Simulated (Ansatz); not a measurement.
Here is the system:

Starting cell, BaGaGeH (space group P3m1):

```
CELL_PARAMETERS angstrom
      4.30636     0.00000     0.00000
     -2.15318     3.72942     0.00000
      0.00000     0.00000     5.09325
ATOMIC_POSITIONS crystal
  Ba 0.33333 0.66667 0.99969
  Ga 0.00000 0.00000 0.54674
  Ge 0.66667 0.33333 0.44647
  H  0.00000 0.00000 0.88699
```

In this cell atom 3 (Ge, nearest neighbour Ga at 2.538 Å; its periodic images, 4.3 Å or more away, move with it) is moved by u·(1.000, 0.000, 0.000) + v·(0.000, 0.000, 1.000); the rest is frozen.

These are PBEsol (plane waves to 420 eV, PAW, scalar-relativistic; Ansatz, an electronic-structure program) values and carry that method's errors. k mesh 7×7×5 (Γ-centred), Fermi-Dirac smearing 0.05 eV. E stands for the smeared free energy. As the smearing reaches across the gap at some points, energies and forces of such displacements shift with the k mesh and the smearing. BaGaGeH was relaxed with its symmetry unable to fall. The zero of ΔE is the undisplaced structure. Axes are in Å.

The scan covers u from -0.380 to 0.380 Å in 5 points and v from -0.380 to 0.380 Å in 5 points.

Question: In which direction of the plane is the atom held most weakly?

Answer: Along v.

Question: What are the two principal curvatures of the energy at the centre?

Answer: 3.0 and 8.0 eV/Å².

(For displaced atoms, the force is minus the slope of the energy, and its curvature is a force constant, which sets phonon frequencies.)
